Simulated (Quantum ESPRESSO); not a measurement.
# Planted mistakes on one cell of Hf3GaO7F

Calculated results; nothing here was measured. They come from pw.x of Quantum ESPRESSO 7.5, a plane-wave density functional program, with PseudoDojo standard norm-conserving files (v0.5 for PBE, v0.4.1 for LDA and PBEsol). The cells are made up: elements, strain and atom displacements were drawn at random, and nothing was relaxed. There is no spin polarisation, spin-orbit coupling or dispersion term.

The hafnium file is less sure than the others, with forces about 3 percent (worst 6) and pressure in oxides about 1.5 GPa (worst 2.7) from a second method in checks, which no rerun with the same files tests.

The cell has 12 sites of a fluorite lattice. Sites 1 to 4 hold Hf Hf Hf Ga; sites 5 to 12 hold O O O O O O F O. Cell vectors in Å: (5.139, 0.000, 0.000); (0.000, 5.139, 0.000); (0.000, 0.000, 5.139). Settings: PBE, cutoff 1143 eV, 4 x 4 x 4 k mesh shifted by half a step, Fermi-Dirac smearing of 0.025 eV.

The intended run has a self-consistency threshold of 1e-07 eV, a smearing term of 0.000 eV, a pressure of -8.24 GPa and 15 iterations. Each further run changes one thing: atoms of sites 6 and 11 exchanged; k mesh 1 x 1 x 1; one electron removed; smearing 0.6 eV; threshold 0.06 eV. A coarse mesh keeps the shift, and a charged cell sits in a uniform background.

```
run,change of free energy (eV),smearing term -TS (eV),change of P (GPa),largest change of a force component (eV/Å),iterations
A,-5.398,0.000,-5.00,0.517,13
B,-0.491,-1.635,1.85,0.247,13
C,0.026,0.000,-1.22,0.081,7
D,-10.530,-0.015,-18.22,0.918,18
E,0.789,0.000,0.33,3.979,15
```

A rerun of the intended cell at 1437 eV and k mesh 6 x 6 x 6 moved values by no more than 0.002 eV in the cell's energy, 0.04 GPa in stress and 0.004 eV/Å in force.

Question: which change belongs to which run?

## Worked reading

Run C has the fewest iterations, as a run stopped early does. Run B has the largest smearing term, as wide smearing gives. Energies from files of another functional, or of a charged cell, have another zero and say nothing on stability; the pressure of a charged cell rests on the program's zero of potential too.

## Key

```
run                             change
  A                   k mesh 1 x 1 x 1
  B                    smearing 0.6 eV
  C                  threshold 0.06 eV
  D               one electron removed
  E  atoms of sites 6 and 11 exchanged
```